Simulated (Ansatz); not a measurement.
Each is relaxed and computed with PBE in the plane-wave PAW code Ansatz. Which alone has a direct gap?
A. SnSe2, CdI2 type
B. SiC, P6_422 (Si on 3c, C on 3d)
C. SnC, wurtzite
D. SnO, P3_221 (Sn on 3a, O on 3b)

C, SnC, wurtzite. SnC: gap 0.80 eV (direct); SnO: gap 0.73 eV (indirect); SnSe2: gap 0.69 eV (indirect); SiC: gap 0.87 eV (indirect). Constructed cells (a structure type filled with these elements, in neither database checked): SnO, P3_221 (Sn on 3a, O on 3b). Typed or built starts, not in the databases checked: SnC, wurtzite; SiC, P6_422 (Si on 3c, C on 3d). Not the usual ambient phase: SnO, P3_221 (Sn on 3a, O on 3b); SiC, P6_422 (Si on 3c, C on 3d). Relaxed far from the usual cell of the phase: SnSe2, CdI2 type. Weakly bound layers, chains or molecules computed without a dispersion correction, so cells and soft constants are ill determined: SnO, P3_221 (Sn on 3a, O on 3b); SnSe2, CdI2 type. All cells were relaxed under the symmetry of their starts (and spin orders); stability against distortions was not tested throughout. Spin–orbit coupling is left out wherever it is not named.

Potentials: the later of the program's two PAW sets.
